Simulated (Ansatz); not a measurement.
LiBr$_{2}$ in Ansatz, settings compared

Run with:

```bash
ansatz run input.yaml --threads 1 --pin off --max-ram 2560MiB --backend cpu --events-out ev --progress --plain --runs-dir out
```

input.yaml:

```yaml
crystal:
  lattice:
    - [0.0, 0.0, 5.624799]
    - [5.651182, 0.0, 0.0]
    - [2.825591, 5.279274, -2.812399]
  atoms:
    - { symbol: Br, position: [0.11501, 0.09919, 0.23002] }
    - { symbol: Br, position: [0.88499, 0.90081, 0.76998] }
    - { symbol: Br, position: [0.38499, 0.32921, 0.76998] }
    - { symbol: Br, position: [0.61501, 0.67079, 0.23002] }
    - { symbol: Li, position: [0.25, 0.0, 0.0] }
    - { symbol: Li, position: [0.75, 0.0, 0.0] }
  symmetry: { tolerance: 0.0003 }
kpoints:
  mp_grid: { grid: [4, 4, 4], shift: [0, 0, 0] }
magnetization:
  spin_polarized: false
scf:
  occupations: { method: fermi_dirac }
hamiltonian:
  pseudopotentials: { kind: paw }
  xc: r2scan
basis:
  ecutwfc: 500
output:
  forces: true
  stress: true
  eigenvalues: true
  write_density: true
  write_potential: true
  elf: true
  volumetric_format: npy
relax:
  max_steps: 40
  cell: {}
```

Origin of the cell: a known structure type with other elements, at an estimated volume, so it need not be a known compound.

The smearing width isn't typed, so it takes its default of 0.1 eV.

Output of this run (shortened):

```
Pseudopotentials: kind: paw
Pseudopotential: Br, paw, valence charge 7, recommended cutoff 500 eV (meta_gga), Br.paw.azcp
Pseudopotential: Li, paw, valence charge 3, recommended cutoff 500 eV (meta_gga), Li.paw.azcp
Functional definition: r2SCAN
  exchange = r2scan_x(k0 = k0, k1 = k1, a1 = a1)
  correlation = r2scan_c
Crystal: 6 atoms, lattice volume = 167.811 Å³
Basis set: ecut = 500 eV, 4243 PW (Γ), exchange–correlation on 180×180×200 points (64 copies of the dense FFT grid, shifted against one another)
Bands: 23, of which v1, the nominal top of the filled ones, is band 17 counted from 1 (16 counted from 0)
Symmetry: 8 space group operations
Space group: Ibam (ITA 72), of the structure as read, at distance tolerance 1.7e-3 Å
[… 6 lines left out …]
Initial density: superposition of atomic densities (neutral atoms: chi_scale 0, normalization atom), corrected by the library's trained network
Functional: x = r2scan, c = r2scan; τ floored in thin density (d = 2e-4 eV/Å³)
SCF iter   1: F=—  HF=-11585.156344 eV  Δρ=1.60e-3  dr2=1.08e-2  dr2_τ=1.47e-2  defer=8
SCF iter   2: F=—  HF=-11585.234992 eV  Δρ=1.17e-3  dr2=1.76e-3  dr2_τ=1.07e-4  defer=18
SCF iter   3: F=—  HF=-11585.236057 eV  Δρ=3.72e-4  dr2=5.63e-4  dr2_τ=9.15e-6  defer=18
SCF iter   4: F=—  HF=-11585.235971 eV  Δρ=1.13e-4  dr2=1.20e-5  dr2_τ=1.54e-6  defer=18
SCF iter   5: F=—  HF=-11585.235932 eV  Δρ=3.75e-5  dr2=2.67e-6  dr2_τ=6.57e-8  defer=18
SCF iter   6: F=-11585.235932 eV  HF=-11585.235932 eV  Δρ=7.25e-6  dr2=8.06e-8  dr2_τ=3.98e-9
relax step   1: F+E_penalty+E_count = -11585.235932 eV  Δ(F+E_penalty+E_count) = +0.000e0 eV  max|allowed force component| = 1.321e0 eV/Å  Δτ_max = 0.0000 Å  P = +5.394 GPa  Ω = 167.811 Å³  ( […]
relax step   2: F+E_penalty+E_count = -11586.121344 eV  Δ(F+E_penalty+E_count) = -8.854e-1 eV  max|allowed force component| = 6.343e-1 eV/Å  Δτ_max = 0.1953 Å  P = +2.176 GPa  Ω = 161.924 Å³ […]
relax step   3: F+E_penalty+E_count = -11586.537165 eV  Δ(F+E_penalty+E_count) = -4.158e-1 eV  max|allowed force component| = 3.047e-1 eV/Å  Δτ_max = 0.1948 Å  P = +0.646 GPa  Ω = 157.801 Å³ […]
relax step   4: F+E_penalty+E_count = -11586.860514 eV  Δ(F+E_penalty+E_count) = -3.233e-1 eV  max|allowed force component| = 6.724e-2 eV/Å  Δτ_max = 0.1955 Å  P = +0.382 GPa  Ω = 155.104 Å³ […]
relax step   5: F+E_penalty+E_count = -11587.022667 eV  Δ(F+E_penalty+E_count) = -1.622e-1 eV  max|allowed force component| = 8.781e-2 eV/Å  Δτ_max = 0.0299 Å  P = +0.124 GPa  Ω = 155.704 Å³ […]
[… 2 lines left out …]
relax step   8: F+E_penalty+E_count = -11587.179958 eV  Δ(F+E_penalty+E_count) = -7.591e-3 eV  max|allowed force component| = 1.778e-2 eV/Å  Δτ_max = 0.0219 Å  P = +0.143 GPa  Ω = 158.215 Å³ […]
relax step   9: F+E_penalty+E_count = -11587.180544 eV  Δ(F+E_penalty+E_count) = -5.860e-4 eV  max|allowed force component| = 3.597e-3 eV/Å  Δτ_max = 0.0085 Å  P = -0.020 GPa  Ω = 159.332 Å³ […]
relax step  10: F+E_penalty+E_count = -11587.182141 eV  Δ(F+E_penalty+E_count) = -1.597e-3 eV  max|allowed force component| = 3.544e-3 eV/Å  Δτ_max = 0.0000 Å  P = +0.001 GPa  Ω = 159.332 Å³  stress off target by 8.16e-2 GPa […]
relax step  11: F+E_penalty+E_count = -11587.182351 eV  Δ(F+E_penalty+E_count) = -2.103e-4 eV  max|allowed force component| = 1.580e-3 eV/Å  Δτ_max = 0.0005 Å  P = -0.003 GPa  Ω = 159.504 Å³ […]
relax step  12: F+E_penalty+E_count = -11587.182383 eV  Δ(F+E_penalty+E_count) = -3.220e-5 eV  max|allowed force component| = 1.611e-3 eV/Å  Δτ_max = 0.0000 Å  P = -0.003 GPa  Ω = 159.504 Å³  stress off target by 1.96e-2 GPa […]
SCF 12 converged in 5 iterations: F = -11587.182383 eV  dr2 = 7.41e-12
basis re-selected at this cell: Δ(F+E_penalty+E_count) = -3.220e-5 eV, ΔP = +0.000 GPa vs the last step (what re-selecting the basis moved, of the pressure what is left beyond the Pulay corre […]
SCF converged after 5 iterations
Free energy (F): -11587.182383 eV
Harris-Foulkes:  -11587.182383 eV  (|F-HF|=5.46e-12)
Internal energy: -11586.991129 eV  (E = F + TS)
E sigma→0 (E₀):  -11587.086756 eV
Entropy (-TS):   -0.191254 eV (-31.876 meV/atom)
Fermi energy:    1.571257 eV
--- Per-component energies (eV) ---
  E_band       = -292.200001
  E_kinetic    = 576.076549
  E_local      = -1139.964167  (includes V_loc(G=0)·N_el)
  E_nonlocal   = 212.995006
  E_hartree    = 296.305582
  E_xc         = -1020.272126
  E_vxc        = -483.570486  (∫ρ·V_xc dr)
  E_paw        = -9125.173362  (= ΣΔE_a)
  E_vpaw       = -75.437132  (= ΣTr[D̂ρ^β])
  E_aug_tail   = -0.000209  (compensation charges beyond the density's cutoff)
  E_vtau       = 25.089277  (kinetic-family band-sum trace: ∫τ·v_τ [+ j·A + Jᵃ·Aᵃ] dr)
  E_ewald      = -1386.325626
  E_core_change = -0.632775  (= ΣΔE_core)
  E_smearing   = -0.191254  (= −TS)
  Σ components = -11587.182383   (vs F -11587.182383, Δ=0.00e0)
--- Forces (eV/Å), atoms counted from 1 ---
  atom   1  Br    -0.001611    -0.001033    -0.000000
  atom   2  Br     0.001611     0.001033     0.000000
  atom   3  Br    -0.001611     0.001033     0.000000
  atom   4  Br     0.001611    -0.001033    -0.000000
  atom   5  Li     0.000000    -0.000000     0.000000
  atom   6  Li    -0.000000     0.000000     0.000000
  max |Σ_I F_I| component: 3.47e-18 eV/Å
--- Stress (GPa, compression-positive) ---
       -0.019589      -0.000000       0.000000
       -0.000000       0.009061       0.000000
        0.000000       0.000000       0.001093
  P = ⅓ Tr σ = -0.0031 GPa (-0.031 kbar)
--- Relaxed structure (10 steps of the walk, 10 accepted, 2 SCFs on fresh bases) ---
  F+E_penalty+E_count = -11587.182383 eV   max|allowed force component| = 1.611e-3 eV/Å   (the final SCF, on the basis selected at the relaxed cell)
  cell:  # Å, volume = 159.5040 Å³
    - [0.0, -3.350e-7, 7.074731]
    - [4.773082, 0.0, 0.0]
    - [2.386541, 4.723489, -3.537365]
  atoms:
    - { symbol: Br, position: [0.122879, 0.177134, 0.245757] }
    - { symbol: Br, position: [0.877121, 0.822866, 0.754243] }
    - { symbol: Br, position: [0.377121, 0.422892, 0.754243] }
    - { symbol: Br, position: [0.622879, 0.577108, 0.245757] }
    - { symbol: Li, position: [0.250000, -8.185e-19, 0.0] }
    - { symbol: Li, position: [0.750000, -8.185e-19, 0.0] }
```

The same input was run again with these changes:

1. `hamiltonian.dispersion` default → d4; `kpoints.mp_grid.shift` [0, 0, 0] → [0.5, 0.5, 0.5]; `kpoints.mp_grid.grid` [4, 4, 4] → [2, 2, 2]
2. `basis.xc_grid` default → 1
3. `scf.eigensolver.kind` default → davidson; `scf.convergence.dr2_threshold` default → 1.0e-08
4. `hamiltonian.xc` r2scan → lda

| run | end | SCF iterations | volume (Å³/atom) | max force component (eV/Å) | moment (μB) | ΔE(σ→0) (meV/atom) |
| --- | --- | --- | --- | --- | --- | --- |
| base | converged | 72 | 26.58 | 0.002 | – | 0 |
| 1 | converged | 219 | 22.82 | 0.002 | – | – |
| 2 | converged | 80 | 26.68 | 0.007 | – | -0.10 |
| 3 | converged | 83 | 26.58 | 0.002 | – | 0.00 |
| 4 | converged | 72 | 23.45 | 0.006 | – | – |

Energies are compared only where functional, datasets, charge and starting cell are the same.

Not properties of the system: run 1 (too coarse or loose: `kpoints.mp_grid.grid` = [2, 2, 2]).

Caveats of the base run: the k mesh is coarse if the cell is a metal; the relaxation held the start's symmetry, so the end may be a saddle point.

Run 1: the k mesh keeps only part of the crystal's symmetry.

The base run ran for 110 s on 1 thread of Intel(R) Xeon(R) 6975P-C (Granite Rapids) (shared host), peak memory 0.92 GiB, from the program's own first density.
